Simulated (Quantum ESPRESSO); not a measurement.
## Si12Ge4 (input and log of a self-consistent run)

Computed values, not a measurement. The program is pw.x of Quantum ESPRESSO 7.5 (plane-wave density functional theory). The cell is made up: 16 atoms on a doubled zincblende/diamond lattice, with randomly drawn elements, strain and displacements, not relaxed. PseudoDojo standard norm-conserving files (v0.5 for PBE, v0.4.1 for LDA and PBEsol) set the functional; there is no spin polarisation, spin-orbit coupling or dispersion term, and the masses in the input are unused placeholders.

Input:

```
&control calculation='scf', pseudo_dir='./dojo.nc.sr.pbe.v0_5.standard.upf', outdir='./o', disk_io='low', tprnfor=.true., tstress=.true. /
&system ibrav=0, nat=16, ntyp=2, nbnd=58, ecutwfc=99.00267394, nosym=.true., tot_charge=0,
 occupations='smearing', smearing='fd', degauss=0.0018374661
/
&electrons conv_thr=7.350e-09, electron_maxstep=60, /
ATOMIC_SPECIES
Ge 1.0 Ge.upf
Si 1.0 Si.upf
CELL_PARAMETERS angstrom
5.5601 0.0351 0.0236
0.0351 5.7294 -0.0645
0.0473 -0.129 11.1201
ATOMIC_POSITIONS angstrom
Si 0.007 -0.0296 -0.0225
Ge 0.1048 2.838 2.7461
Si 2.8177 -0.0389 2.7266
Si 2.8096 2.8282 0.0023
Si 0.0383 -0.0481 5.5765
Si 0.0725 2.7457 8.3145
Ge 2.7842 -0.0529 8.3278
Si 2.8359 2.838 5.5592
Ge 1.4072 1.4065 1.3118
Si 1.4568 4.2362 4.1133
Si 4.1669 1.3896 4.1982
Si 4.2185 4.3261 1.3556
Ge 1.4206 1.3349 6.9133
Si 1.4353 4.2098 9.7163
Si 4.1913 1.3386 9.7225
Si 4.2007 4.2206 6.922
K_POINTS automatic
6 6 4 1 1 1
```

The log is shortened where brackets say so; the opening notice, blank lines, dates and the lines on written files are dropped, and the path of the files is cut. It prints rydbergs, bohrs and kilobars, and counts compression as positive stress.

```
     Program PWSCF v.7.5
     Parallel version (MPI & OpenMP), running on       4 processor cores
     Number of MPI processes:                 4
     Threads/MPI process:                     1
     [start-up lines left out]
     bravais-lattice index     =            0
     lattice parameter (alat)  =      10.5074  a.u.
     unit-cell volume          =    2390.0964 (a.u.)^3
     number of atoms/cell      =           16
     number of atomic types    =            2
     number of electrons       =       104.00
     number of Kohn-Sham states=           58
     kinetic-energy cutoff     =      99.0027  Ry
     charge density cutoff     =     396.0107  Ry
     scf convergence threshold =      7.3E-09
     mixing beta               =       0.7000
     number of iterations used =            8  plain     mixing
     Exchange-correlation= PBE
                           (   1   4   3   4   0   0   0)
     [axes and pseudopotential details left out]
   Cartesian axes
     site n.     atom                  positions (alat units)
         1        Si     tau(   1) = (   0.0012589  -0.0053235  -0.0040466  )
         2        Ge     tau(   2) = (   0.0188480   0.5104077   0.4938797  )
         3        Si     tau(   3) = (   0.5067568  -0.0069961   0.4903727  )
         4        Si     tau(   4) = (   0.5053000   0.5086452   0.0004136  )
         5        Si     tau(   5) = (   0.0068882  -0.0086507   1.0029206  )
         6        Si     tau(   6) = (   0.0130390   0.4938078   1.4953435  )
         7        Ge     tau(   7) = (   0.5007319  -0.0095139   1.4977355  )
         8        Si     tau(   8) = (   0.5100300   0.5104077   0.9998092  )
         9        Ge     tau(   9) = (   0.2530817   0.2529558   0.2359242  )
        10        Si     tau(  10) = (   0.2620021   0.7618707   0.7397674  )
        11        Si     tau(  11) = (   0.7494073   0.2499163   0.7550365  )
        12        Si     tau(  12) = (   0.7586874   0.7780390   0.2438015  )
        13        Ge     tau(  13) = (   0.2554916   0.2400787   1.2433409  )
        14        Si     tau(  14) = (   0.2581354   0.7571227   1.7474540  )
        15        Si     tau(  15) = (   0.7537956   0.2407441   1.7485690  )
        16        Si     tau(  16) = (   0.7554861   0.7590651   1.2449056  )
     number of k points=    72  Fermi-Dirac smearing, width (Ry)=  0.0018
                       cart. coord. in units 2pi/alat
        k(    1) = (   0.0825561   0.0810777   0.0630918), wk =   0.0277778
        k(    2) = (   0.0820165   0.0824885   0.1881152), wk =   0.0277778
     [further k points left out]
     Dense  grid:   318159 G-vectors     FFT dimensions: (  72,  72, 135)
     Estimated max dynamical RAM per process >       1.15 GB
     Estimated total dynamical RAM >       4.37 GB
     Initial potential from superposition of free atoms
     starting charge     103.9894, renormalised to     104.0000
     Starting wfcs are   84 randomized atomic wfcs
     total cpu time spent up to now is       50.2 secs
     per-process dynamical memory:  1004.4 Mb
     Self-consistent Calculation
     iteration #  1     ecut=    99.00 Ry     beta= 0.70
     Davidson diagonalization with overlap
     ethr =  1.00E-02,  avg # of iterations =  3.1
     Threshold (ethr) on eigenvalues was too large:
     Diagonalizing with lowered threshold
     Davidson diagonalization with overlap
     ethr =  2.90E-04,  avg # of iterations =  6.4
     total cpu time spent up to now is      290.4 secs
     total energy              =    -816.04364693 Ry
     estimated scf accuracy    <       0.35281149 Ry
     iteration #  2     ecut=    99.00 Ry     beta= 0.70
     Davidson diagonalization with overlap
     ethr =  3.39E-04,  avg # of iterations =  1.1
     total cpu time spent up to now is      373.8 secs
     total energy              =    -816.05521147 Ry
     estimated scf accuracy    <       0.02196131 Ry
     iteration #  3     ecut=    99.00 Ry     beta= 0.70
     Davidson diagonalization with overlap
     c_bands:  1 eigenvalues not converged
     ethr =  2.11E-05,  avg # of iterations = 12.3
     total cpu time spent up to now is      516.9 secs
     total energy              =    -816.05752563 Ry
     estimated scf accuracy    <       0.00381947 Ry
     iteration #  4     ecut=    99.00 Ry     beta= 0.70
     Davidson diagonalization with overlap
     c_bands:  1 eigenvalues not converged
     c_bands:  1 eigenvalues not converged
     c_bands:  1 eigenvalues not converged
     ethr =  3.67E-06,  avg # of iterations = 10.7
     total cpu time spent up to now is      661.4 secs
     total energy              =    -816.05811688 Ry
     estimated scf accuracy    <       0.00406401 Ry
     iteration #  5     ecut=    99.00 Ry     beta= 0.70
     Davidson diagonalization with overlap
     c_bands:  1 eigenvalues not converged
     c_bands:  1 eigenvalues not converged
     ethr =  3.67E-06,  avg # of iterations =  7.9
     total cpu time spent up to now is      782.7 secs
     total energy              =    -816.05883394 Ry
     estimated scf accuracy    <       0.00073671 Ry
     iteration #  6     ecut=    99.00 Ry     beta= 0.70
     Davidson diagonalization with overlap
     ethr =  7.08E-07,  avg # of iterations =  2.0
     total cpu time spent up to now is      881.0 secs
     total energy              =    -816.05893815 Ry
     estimated scf accuracy    <       0.00005426 Ry
     iteration #  7     ecut=    99.00 Ry     beta= 0.70
     Davidson diagonalization with overlap
     ethr =  5.22E-08,  avg # of iterations =  4.4
     total cpu time spent up to now is      991.2 secs
     total energy              =    -816.05894754 Ry
     estimated scf accuracy    <       0.00002339 Ry
     iteration #  8     ecut=    99.00 Ry     beta= 0.70
     Davidson diagonalization with overlap
     ethr =  2.25E-08,  avg # of iterations =  2.5
     total cpu time spent up to now is     1085.9 secs
     total energy              =    -816.05895018 Ry
     estimated scf accuracy    <       0.00000342 Ry
     iteration #  9     ecut=    99.00 Ry     beta= 0.70
     Davidson diagonalization with overlap
     ethr =  3.29E-09,  avg # of iterations =  3.9
     total cpu time spent up to now is     1192.0 secs
     total energy              =    -816.05895101 Ry
     estimated scf accuracy    <       0.00000032 Ry
     iteration # 10     ecut=    99.00 Ry     beta= 0.70
     Davidson diagonalization with overlap
     ethr =  3.04E-10,  avg # of iterations =  3.8
     total cpu time spent up to now is     1299.0 secs
     total energy              =    -816.05895104 Ry
     estimated scf accuracy    <       0.00000008 Ry
     iteration # 11     ecut=    99.00 Ry     beta= 0.70
     Davidson diagonalization with overlap
     ethr =  7.52E-11,  avg # of iterations =  3.6
     total cpu time spent up to now is     1405.1 secs
     End of self-consistent calculation
     [lines on levels left out]
!    total energy              =    -816.05895106 Ry
     estimated scf accuracy    <          1.4E-09 Ry
     smearing contrib. (-TS)   =      -0.00000000 Ry
     internal energy E=F+TS    =    -816.05895106 Ry
     The total energy is F=E-TS. E is the sum of the following terms:
     one-electron contribution =    -505.43922739 Ry
     hartree contribution      =     306.81723194 Ry
     xc contribution           =    -211.12996875 Ry
     ewald contribution        =    -406.30698686 Ry
     convergence has been achieved in  11 iterations
     Forces acting on atoms (cartesian axes, Ry/au):
     atom    1 type  2   force =    -0.03559309    0.00817307   -0.00313187
     atom    2 type  1   force =    -0.04745450   -0.00111809    0.01293453
     atom    3 type  2   force =    -0.01147665    0.00657142    0.03505988
     atom    4 type  2   force =     0.00531118    0.04166421   -0.01734745
     atom    5 type  2   force =    -0.02934729   -0.03064145   -0.02330942
     atom    6 type  2   force =    -0.02634970    0.01803784    0.01334438
     atom    7 type  1   force =     0.00876110   -0.02551928    0.02430316
     atom    8 type  2   force =    -0.00758781   -0.00201711   -0.01605364
     atom    9 type  1   force =     0.01474316   -0.02027994    0.00726588
     atom   10 type  2   force =     0.02119924    0.02615207    0.01398753
     atom   11 type  2   force =     0.01394962   -0.00184619   -0.01245755
     atom   12 type  2   force =     0.01004969   -0.01975119   -0.01562984
     atom   13 type  1   force =     0.00137003    0.03032682   -0.00797325
     atom   14 type  2   force =     0.01817008   -0.03199466   -0.01153776
     atom   15 type  2   force =     0.03043692    0.00276621    0.00199246
     atom   16 type  2   force =     0.03381802   -0.00052373   -0.00144705
     Total force =     0.141660     Total SCF correction =     0.000215
     Computing stress (Cartesian axis) and pressure
          total   stress  (Ry/bohr**3)                   (kbar)     P=      -29.15
  -0.00013594  -0.00006653  -0.00004577          -20.00       -9.79       -6.73
  -0.00006653  -0.00032323   0.00017108           -9.79      -47.55       25.17
  -0.00004577   0.00017108  -0.00013525           -6.73       25.17      -19.90
     init_run     :     48.49s CPU     50.05s WALL (       1 calls)
     electrons    :   1340.54s CPU   1355.06s WALL (       1 calls)
     forces       :     19.36s CPU     19.61s WALL (       1 calls)
     stress       :     61.72s CPU     63.52s WALL (       1 calls)
     [timing details left out]
     PWSCF        :  24m30.62s CPU  24m49.21s WALL
     JOB DONE.
```

In other units: free energy -11103.048 eV for the cell, pressure -2.91 GPa, largest force component 1.220 eV/Å. This run is the check on a run of the same cell at a cutoff of 1061 eV and k mesh 4 x 4 x 2: rerunning at a cutoff of 1347 eV and k mesh 6 x 6 x 4 moved values by no more than 0.032 eV in energy, 0.05 GPa in stress and 0.002 eV/Å in force.